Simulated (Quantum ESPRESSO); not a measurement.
# Planted mistakes on one cell of Mg4GaZn2ClS6Se

These are calculations, not measurements. They come from pw.x of Quantum ESPRESSO 7.5, a plane-wave density functional program, with PseudoDojo standard norm-conserving files (v0.5 for PBE, v0.4.1 for LDA and PBEsol). The cells are made up: elements, strain and atom displacements were drawn at random, and nothing was relaxed. There is no spin polarisation, spin-orbit coupling or dispersion term.

The cell has 16 sites of a zincblende or diamond lattice (two cubes along c). Sites 1 to 8 hold Mg Ga empty Mg Zn Mg Mg Zn; sites 9 to 16 hold Cl S Se S S S S S. Cell vectors in Å: (5.459, 0.053, 0.009); (0.053, 5.530, -0.093); (0.017, -0.186, 10.832). Settings: PBE, cutoff 1170 eV, 4 x 4 x 2 k mesh shifted by half a step, Fermi-Dirac smearing of 0.025 eV.

The intended run has a self-consistency threshold of 1e-07 eV, a smearing term of 0.000 eV, a pressure of 6.79 GPa and 11 iterations. Each further run changes one thing: all lengths scaled by 0.9840; atoms of sites 9 and 13 exchanged; cutoff 876 eV; files of PBEsol; k mesh 1 x 1 x 1; one electron removed; smearing 0.49 eV; threshold 0.03 eV. A coarse mesh keeps the shift, and a charged cell sits in a uniform background.

| run | change of free energy (eV) | smearing term -TS (eV) | change of P (GPa) | largest change of a force component (eV/Å) | iterations |
| --- | --- | --- | --- | --- | --- |
| A | 1.372 | 0.000 | -0.05 | 2.177 | 14 |
| B | -0.224 | -0.956 | 0.30 | 0.234 | 12 |
| C | 0.014 | 0.000 | 0.67 | 0.556 | 5 |
| D | 2.013 | 0.000 | -11.25 | 0.013 | 11 |
| E | 2.024 | 0.000 | 1.56 | 0.302 | 11 |
| F | 0.846 | 0.000 | 4.15 | 0.393 | 11 |
| G | -5.341 | -0.022 | -5.36 | 1.001 | 14 |
| H | 22.404 | 0.000 | -2.32 | 0.186 | 11 |

A rerun of the intended cell at 1467 eV and k mesh 6 x 6 x 4 moved values by no more than 0.004 eV in the cell's energy, 0.02 GPa in stress and 0.005 eV/Å in force.

Question: which change belongs to which run?

## Worked reading

Run C has the fewest iterations, as a run stopped early does. Run B has the largest smearing term, as wide smearing gives. Run D has a higher energy and the largest fall in pressure, as too small a basis gives. Run F changes the volume by a factor of 0.9528; minus its pressure change over the logarithm of that factor, 86 GPa, is a rough bulk modulus with clamped atoms. Energies from files of another functional, or of a charged cell, have another zero and say nothing on stability; the pressure of a charged cell rests on the program's zero of potential too.

## Key

```
run                             change
  A  atoms of sites 9 and 13 exchanged
  B                   smearing 0.49 eV
  C                  threshold 0.03 eV
  D                      cutoff 876 eV
  E                   k mesh 1 x 1 x 1
  F       all lengths scaled by 0.9840
  G               one electron removed
  H                    files of PBEsol
```